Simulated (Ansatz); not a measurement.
Input:

HfN:
```cif
data_HfN
_chemical_formula_sum 'N1 Hf1'
_space_group_name_H-M_alt 'P 1'
_space_group_IT_number 1
_cell_length_a 3.20001
_cell_length_b 3.20001
_cell_length_c 3.20001
_cell_angle_alpha 60.000
_cell_angle_beta 60.000
_cell_angle_gamma 60.000
loop_
_space_group_symop_operation_xyz
  'x, y, z'
loop_
_atom_site_label
_atom_site_type_symbol
_atom_site_fract_x
_atom_site_fract_y
_atom_site_fract_z
_atom_site_occupancy
N1 N 0.00000 0.00000 0.00000 1
Hf1 Hf 0.50000 0.50000 0.50000 1
```

This is the r²SCAN-relaxed structure.

### Question
All from DFT-r²SCAN in the program Ansatz with PAW potentials, unless another level is named. Predict the electronic character.

### Answer
metallic (no gap).

### Question
And the density of states at the Fermi level?

### Answer
0.30 states/eV per atom (mean over ±0.08 eV).

### Question
What about the gap with spin–orbit coupling?

### Answer
none (metallic).

Space group Fm-3m (rock salt). Symmetry was held in the r²SCAN relaxation. No spin polarisation was allowed. With an odd number of electrons in the cell and no spin polarisation, the count alone makes it a metal. Spin–orbit coupling is left out wherever it is not named.

Potentials: the later of the program's two PAW sets.
